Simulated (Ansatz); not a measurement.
**GdSi3 (AuCu3-type structure)**

Computed with Ansatz (plane waves, PAW, 420 eV cutoff): PBE, scalar-relativistic, collinear spin, 8×8×4 k-mesh, Gaussian smearing of 0.05 eV. The datasets are Ansatz's generated set soft_2.

```yaml
crystal:
  lattice:
    - [4.13976, 0.00000, 0.00000]
    - [0.00000, 4.13976, 0.00000]
    - [0.00000, 0.00000, 8.27952]
  atoms:
    - { symbol: Gd, position: [0.00000, 0.00000, 0.00000] }
    - { symbol: Si, position: [0.00000, 0.50000, 0.25000] }
    - { symbol: Si, position: [0.50000, 0.50000, 0.00000] }
    - { symbol: Si, position: [0.50000, 0.00000, 0.25000] }
    - { symbol: Gd, position: [0.00000, 0.00000, 0.50000] }
    - { symbol: Si, position: [0.00000, 0.50000, 0.75000] }
    - { symbol: Si, position: [0.50000, 0.50000, 0.50000] }
    - { symbol: Si, position: [0.50000, 0.00000, 0.75000] }
```

The start was a prototype's sites filled with these elements, not a measured cell.

Magnetic state: antiferromagnetic, site spin moments Gd 6.85, -6.85 μB.

The cell has space group Pm-3m (read at 0.01 Å). In it the stress is 0.01, 0.01, -0.02, 0.00, 0.00, 0.00 GPa and the largest force component 0.000 eV/Å. Each change below starts from this cell, without further relaxation. Stress is in GPa, positive in compression, in the order xx, yy, zz, yz, xz, xy; energies are counted from the cell above and are free energies with the smearing's entropy, which match forces and stress in a metal.

Task: What happens when atom 3 (Si) is moved by 0.08 Å along y?

Result: The energy changes by 20.0 meV per cell, and the force on it along the shift is -0.499 eV/Å (−F/u = 6.24 eV/Å²). Stress: 0.13, 0.05, 0.00, 0.00, 0.00, 0.00.
```tsv
atom	Fx (eV/Å)	Fy	Fz
Gd1	0.000	0.425	0.000
Si2	0.000	0.015	0.000
Si3	0.000	-0.499	0.000
Si4	0.000	0.002	0.003
Gd5	0.000	0.012	0.000
Si6	0.000	0.015	0.000
Si7	0.000	0.027	0.000
Si8	0.000	0.002	-0.003
```
In a harmonic crystal the energy would rise by −½F·u = ½ × 6.24 × 0.08² eV = 20.0 meV, which matches.

Task: What happens when atom 2 (Si) is moved by 0.12 Å along z?

Result: The energy changes by 44.8 meV per cell, and the force on it along the shift is -0.746 eV/Å (−F/u = 6.22 eV/Å²). Stress: 0.00, 0.30, 0.09, 0.00, 0.00, 0.00.
| atom | Fx (eV/Å) | Fy | Fz |
| --- | --- | --- | --- |
| Gd1 | 0.000 | 0.000 | 0.285 |
| Si2 | 0.000 | 0.000 | -0.746 |
| Si3 | 0.000 | 0.000 | 0.000 |
| Si4 | 0.000 | 0.000 | 0.048 |
| Gd5 | 0.000 | 0.000 | 0.365 |
| Si6 | 0.000 | 0.000 | 0.027 |
| Si7 | 0.000 | 0.000 | 0.015 |
| Si8 | 0.000 | 0.000 | 0.006 |
In a harmonic crystal the energy would rise by −½F·u = ½ × 6.22 × 0.12² eV = 44.8 meV, which matches.

Task: What stress follows from an engineering strain of -1 % in yz, atoms carried along?

Result: 0.04, 0.02, -0.03, 0.75, 0.00, 0.00 GPa; the energy changes by 3.3 meV per cell.
The change of the stress over the strain gives a clamped-atom stiffness of about 75 GPa for this component.
In a harmonic crystal the energy would rise by V(½Cε² − σ₀ε), with σ₀ the stress of the unstrained cell, = 3.3 meV, which matches.

Task: What stress follows from an engineering strain of 2 % in yy, atoms carried along?

Result: -0.85, -2.74, -1.02, 0.00, 0.00, 0.00 GPa; the energy changes by 25.1 meV per cell.
The change of the stress over the strain gives a clamped-atom stiffness of about 138 GPa for this component, a secant value that lies under the elastic constant in tension and over it in compression, by several per cent for each per cent of strain.
In a harmonic crystal the energy would rise by V(½Cε² − σ₀ε), with σ₀ the stress of the unstrained cell, = 24.2 meV, close to the run's value; the rest has the sign of the anharmonic part, which a secant stiffness overstates.

Without a U the 4f levels of Gd lie too near the Fermi level, so their share of the states there, and what hangs on it, is overstated. No spin–orbit coupling, a notable omission for heavy elements. The run wasn't fully tested for a lower electronic state. Site moments are of spin, integrated over atomic spheres.
